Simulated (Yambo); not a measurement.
Yambo run on BaHCl (space group P4/nmm, No. 129). The wavefunctions are PBEsol (pw.x of Quantum ESPRESSO, ONCV potentials, no spin-orbit coupling) ones on a 2×2×2 mesh (18 occupied bands); a = b = 4.4215 Å, c = 7.2685 Å, α = β = γ = 90.00°.

Yambo input:

```
rim_cut
HF_and_locXC
RandQpts= 1000000
RandGvec= 1 Ry
EXXRLvcs= 72 Ry
VXCRLvcs= 288 Ry
% QPkrange
 1 | 1 | 18 | 19 |
 2 | 2 | 18 | 19 |
 3 | 3 | 18 | 19 |
 4 | 4 | 18 | 19 |
 5 | 5 | 18 | 19 |
 6 | 6 | 18 | 19 |
%
```

k points by index: 1 = Γ, 2 = Z, 3 = X, 4 = R, 5 = M, 6 = A.

Table of the .hf output:

```
#    K-point    Band    Eo [eV]    Ehf [eV]    Vxc [eV]    Vnlxc [eV]
#
    1    18    -0.375242    -3.459177    -10.21349    -13.29743
    1    19    3.791672    8.244046    -8.962137    -4.509763
    2    18    0.000000    -3.497241    -12.40382    -15.90106
    2    19    3.276103    7.517931    -8.523142    -4.281314
    3    18    -0.282203    -3.635362    -11.05327    -14.40642
    3    19    4.687468    9.376096    -9.397296    -4.708669
    4    18    -0.125909    -3.501711    -11.18396    -14.55976
    4    19    4.858424    9.497289    -9.555576    -4.916711
    5    18    -0.304243    -3.665759    -10.70823    -14.06975
    5    19    4.125631    8.742381    -9.096581    -4.479831
    6    18    -0.293164    -3.639580    -10.60891    -13.95533
    6    19    5.077463    9.831639    -10.03396    -5.279787
```
Exchange alone, without screening.

Geometry of the Materials Project entry, not relaxed at this level.
